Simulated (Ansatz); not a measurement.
SbMo: frozen-core PAW against all-electron methods

```
Mo Sb
1.0
     0.00000    3.06495    3.06495
     3.06495    0.00000    3.06495
     3.06495    3.06495    0.00000
Mo Sb
1 1
Cartesian
  0.0000 0.0000 0.0000
  1.5325 1.5325 1.5325
```

Atoms are numbered in the order listed.

The cell was built from the zincblende type and relaxed in the same program, and has space group F-43m; it needn't be a known or the stable phase.

Spin polarisation is left out, and whether a magnetic state lies lower isn't shown here.

No spin–orbit coupling, which matters for the heavy atoms here.

Levels of theory: DFT, PBEsol, PAW with Ansatz's default frozen-core files, scalar-relativistic (Ansatz 0.2.0); DFT, PBEsol, all-electron LAPW, scalar-relativistic (Ansatz 0.2.0).

For PAW: a Γ-centred 10×10×10 k mesh, Fermi–Dirac smearing of 0.08 eV, cutoff 420 eV, no spin polarisation; the PAW files were made with PBE, and the program remakes their frozen cores for this functional. LAPW targets a basis error of 0.5 meV/atom. The Ansatz runs share mesh, smearing and spin set-up. Plane-wave (PAW) pressures include the program's estimate of the Pulay term.

Stress and pressure are positive in compression.

Levels count from the Fermi level.

```json
{"quantity": "pressure (GPa)", "PAW": "-3.19", "LAPW": "-3.19"}
{"quantity": "highest filled level at X (eV)", "PAW": "-0.729", "LAPW": "-0.729"}
{"quantity": "lowest empty level at X (eV)", "PAW": "0.211", "LAPW": "0.211"}
{"quantity": "highest filled level at K (eV)", "PAW": "-0.041", "LAPW": "-0.041"}
{"quantity": "lowest empty level at K (eV)", "PAW": "0.470", "LAPW": "0.470"}
{"quantity": "highest filled level at U (eV)", "PAW": "-0.041", "LAPW": "-0.041"}
{"quantity": "lowest empty level at U (eV)", "PAW": "0.470", "LAPW": "0.470"}
```

PAW's pressure differs from the LAPW value by about 0.01 GPa or less.
